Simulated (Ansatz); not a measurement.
## Data sheet: Be (DFT)

Be:
Space group Fm-3m (No. 225); a = 3.1482 Å, b = 3.1482 Å, c = 3.1482 Å, α = 90.00°, β = 90.00°, γ = 90.00°

```json
[
 {"atom": "Be", "site": "4a", "symmetry": "m-3m", "x": "0.0000", "y": "0.0000", "z": "0.0000"}
]
```
(The calculation used a cell of 1 atom; values per cell refer to that cell.)

Space group Fm-3m (No. 225), fcc (Cu type); conventional cell a = b = c = 3.148 Å, α = β = γ = 90.00°.

Method: PBEsol in the plane-wave PAW code Ansatz. Structure relaxed to zero pressure with the same functional. Other levels are named where they apply.

**Cell and energy**

| Property | Result |
|---|---|
| Volume per atom | 7.80 Å³ |
| Density | 1.92 g/cm³ |

**Electronic structure**

| Quantity | Result |
|---|---|
| Electronic character | metallic (no gap) |
| Density of states at the Fermi level | 0.05 states/eV per atom (mean over ±0.08 eV) |

**Mechanics**

| Item | Result |
|---|---|
| Bulk modulus (Birch–Murnaghan fit) | 122 GPa |
| Pressure derivative B′ | 3.3 |
| Elastic constants (relaxed ions, GPa) | C11 = 212, C12 = 74.8, C44 = 160 |
| Mechanical stability | stable (all eigenvalues of C positive) |
| Hill bulk and shear moduli | 121 and 114 GPa |
| Young's modulus | 260 GPa |
| Poisson's ratio | 0.14 |
| Debye temperature from the elastic constants | 1270 K |

The start of the workflow was typed in or built on a structure type; neither database checked (COD, Materials Project) lists it. It is not the phase usual at ambient conditions (space group No. 194). Symmetry was held in the PBEsol relaxation; its stability against distortions is not shown here. As this level gives no gap, shear constants depend on the k-mesh and smearing (Fermi–Dirac, 0.1 eV here).

Potentials: the later of the program's two PAW sets.
